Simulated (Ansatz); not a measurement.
ZnCdSe₂ in space group P3m1 (No. 156; Zn on 1a, Cd on 1c, Se on 1c, Se on 1a), DFT-PBEsol in the program Ansatz with PAW potentials. The conduction-band minimum lies at Γ, with 1 equivalent valley. Second derivatives d²E/dk² of the lowest band at one valley (eV·Å²), along Cartesian directions:

```
direction  d²E/dk²
---------  -------
[100]        111.4
[010]        111.4
[001]        101.8
[110]        111.4
[101]        106.7
[011]        106.7
```

Task: Find the principal effective masses, the density-of-states mass and the conductivity mass.

Result: Off-diagonal terms follow from H_xy = H[110] − (H_xx + H_yy)/2, and m*/mₑ = 7.620 eV·Å² over each eigenvalue: 0.068, 0.068, 0.075. One valley's DOS mass (m₁m₂m₃)^(1/3) = 0.070, conductivity mass 3/(Σ 1/mᵢ) = 0.070 mₑ.

Task: What effective density of states Nc follows at 300 K for parabolic valleys?

Result: Nc = 2.509e19 × 1 × (0.070)^(3/2) ≈ 4.6e17 cm⁻³.

The first step of the workflow began from a Materials Project structure, measured or hypothetical; the Crystallography Open Database copy checked does not list it. Its standing as an ambient phase is unchecked. The PBEsol relaxation kept the symmetry of its start; of distortions, only those at the zone centre were tested. Scalar-relativistic: spin–orbit coupling is off unless named, which matters more the heavier the elements.

Potentials: the later of the program's two PAW sets.

Edges and masses are those of Kohn–Sham bands, whose gap is no quasiparticle gap.
